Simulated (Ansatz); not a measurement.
La₂WN₄:
Space group I4/mmm (No. 139); a = b = 3.960 Å, c = 12.613 Å, α = β = γ = 90.00°

```json
[
 {"atom": "La", "site": "4e", "symmetry": "4mm", "x": "0.0000", "y": "0.0000", "z": "0.3554"},
 {"atom": "W", "site": "2a", "symmetry": "4/mmm", "x": "0.0000", "y": "0.0000", "z": "0.0000"},
 {"atom": "N", "site": "4e", "symmetry": "4mm", "x": "0.0000", "y": "0.0000", "z": "0.1633"},
 {"atom": "N", "site": "4c", "symmetry": "mmm.", "x": "0.0000", "y": "0.5000", "z": "0.0000"}
]
```
(The calculation used a cell of 7 atoms; values per cell refer to that cell.)

Relaxed with PBEsol.

### Question
Which orbitals make up the states near the Fermi level in PBEsol in the plane-wave PAW code Ansatz?

### Answer
Within 0.5 eV of the Fermi level: N 2p 79 %, La 5d 7 %. Projections are on Löwdin-orthogonalised atomic valence shells; empty p or d shells of many metals are not among them.

### Question
Tabulate the density of states.

### Answer
States/eV per cell of 7 atoms, in 0.25 eV bins, energy from the Fermi level.

```csv
E (eV),total,N 2p,La 4f,W 5d
-7.85,0.00,0.00,0.00,0.00
-7.60,0.00,0.00,0.00,0.00
-7.35,0.00,0.00,0.00,0.00
-7.10,0.00,0.00,0.00,0.00
-6.85,0.00,0.00,0.00,0.00
-6.60,0.64,0.38,0.01,0.16
-6.35,1.88,1.07,0.01,0.59
-6.10,1.15,0.65,0.01,0.36
-5.85,0.98,0.57,0.00,0.28
-5.60,1.29,0.71,0.01,0.37
-5.35,2.55,1.32,0.01,0.74
-5.10,2.92,1.50,0.02,0.85
-4.85,3.41,1.77,0.03,0.99
-4.60,4.20,2.16,0.04,1.27
-4.35,3.68,1.91,0.03,1.10
-4.10,3.49,1.89,0.03,0.97
-3.85,3.13,1.77,0.03,0.75
-3.60,4.74,2.75,0.05,0.95
-3.35,7.39,4.15,0.11,1.54
-3.10,3.19,1.92,0.05,0.54
-2.85,2.57,1.74,0.04,0.18
-2.60,2.29,1.51,0.04,0.19
-2.35,4.17,2.67,0.07,0.30
-2.10,5.59,3.72,0.11,0.25
-1.85,5.71,4.09,0.15,0.15
-1.60,5.06,3.62,0.14,0.11
-1.35,2.66,2.00,0.11,0.07
-1.10,4.50,3.51,0.20,0.11
-0.85,7.26,5.70,0.36,0.27
-0.60,5.73,4.61,0.30,0.18
-0.35,4.33,3.58,0.21,0.06
-0.10,1.65,1.32,0.04,0.06
0.15,0.30,0.18,0.01,0.08
0.40,0.32,0.11,0.01,0.14
0.65,0.70,0.17,0.03,0.28
0.90,1.10,0.26,0.06,0.46
1.15,1.63,0.37,0.13,0.67
1.40,2.52,0.58,0.29,1.09
1.65,3.05,0.73,0.40,1.33
1.90,2.43,0.53,0.36,0.95
2.15,2.38,0.48,0.44,0.83
2.40,2.68,0.50,0.61,0.85
2.65,3.73,0.63,1.04,1.09
2.90,5.33,0.68,2.25,1.12
3.15,6.01,0.30,3.99,0.38
3.40,9.40,0.30,7.59,0.29
3.65,20.43,0.30,18.58,0.24
```

The start of the workflow was typed in or built on a structure type; neither database checked (COD, Materials Project) lists it. Its standing as an ambient phase is unchecked. Symmetry was held in the PBEsol relaxation; its stability against distortions is not shown here. The workflow began spin-polarised and lost its moments. The cell computed holds one magnetic atom, so no antiferromagnetic order was within reach. Scalar-relativistic: spin–orbit coupling is off unless named, which matters more the heavier the elements.

Potentials: the later of the program's two PAW sets.
